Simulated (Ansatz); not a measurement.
Li₃Ga₂:
```yaml
crystal:
  lattice:
    - [2.16197, 1.24821, 4.59641]
    - [-2.16197, 1.24821, 4.59641]
    - [0.00000, -2.49642, 4.59641]
  atoms:
    - { symbol: Li, position: [0.40404, 0.40404, 0.40404] }
    - { symbol: Li, position: [0.59596, 0.59596, 0.59596] }
    - { symbol: Li, position: [0.00000, 0.00000, 0.00000] }
    - { symbol: Ga, position: [0.80127, 0.80127, 0.80127] }
    - { symbol: Ga, position: [0.19873, 0.19873, 0.19873] }
```

Relaxed with r²SCAN.

**Question.** Map the electron localisation function on the plane through (0.404, 0.404, 0.404) spanned by u = [1, 0, 0] and v = [-1, 1, 1] in lattice vectors, from r²SCAN in the plane-wave PAW code Ansatz.

**Answer.** x is the fraction of u, y of v (the angle between them is 76°; rows are the nearest grid lines); atoms in the plane: Li at (0.00, 0.00), Li at (0.38, 0.19), Li at (0.19, 0.60), Ga at (0.79, 0.40), Ga at (0.59, 0.79).
```
y \ x   0.000  0.0769  0.192  0.269  0.346  0.462  0.538  0.654  0.731  0.808  0.923   1.00
------  -----  ------  -----  -----  -----  -----  -----  -----  -----  -----  -----  -----
1.00    0.997   0.880  0.053  0.272  0.374  0.469  0.530  0.620  0.595  0.139  0.898  0.997
0.912   0.159   0.081  0.113  0.395  0.438  0.287  0.274  0.329  0.544  0.668  0.027  0.159
0.853   0.065   0.039  0.246  0.424  0.396  0.203  0.048  0.144  0.328  0.618  0.408  0.065
0.765   0.354   0.123  0.157  0.360  0.421  0.225  0.035  0.031  0.241  0.415  0.602  0.354
0.706   0.185   0.016  0.021  0.048  0.370  0.265  0.211  0.155  0.280  0.433  0.560  0.185
0.618   0.079   0.221  0.997  0.700  0.026  0.465  0.483  0.473  0.542  0.578  0.477  0.079
0.529   0.350   0.024  0.762  0.456  0.019  0.509  0.571  0.339  0.283  0.271  0.387  0.350
0.471   0.396   0.296  0.019  0.016  0.073  0.578  0.560  0.265  0.096  0.088  0.257  0.396
0.382   0.285   0.444  0.270  0.151  0.191  0.590  0.638  0.273  0.030  0.194  0.177  0.285
0.294   0.341   0.446  0.141  0.018  0.047  0.041  0.584  0.465  0.305  0.226  0.274  0.341
0.235   0.447   0.408  0.058  0.140  0.966  0.268  0.080  0.666  0.527  0.385  0.378  0.447
0.147   0.106   0.156  0.069  0.020  0.912  0.767  0.020  0.437  0.516  0.452  0.134  0.106
0.0882  0.136   0.012  0.083  0.043  0.022  0.026  0.054  0.394  0.378  0.117  0.069  0.136
0.000   0.997   0.880  0.053  0.272  0.374  0.469  0.530  0.620  0.595  0.139  0.898  0.997
```

The density is the valence pseudo-density with augmentation charge, so density and ELF within about 1 Å of a nucleus are not all-electron values.

Space group R-3m. The workflow started from an entry of the Crystallography Open Database (COD). Whether it is the stable phase at ambient conditions was not checked. Symmetry was held in the r²SCAN relaxation; whether a distortion lowers the energy is not shown.

Potentials: the later of the program's two PAW sets.
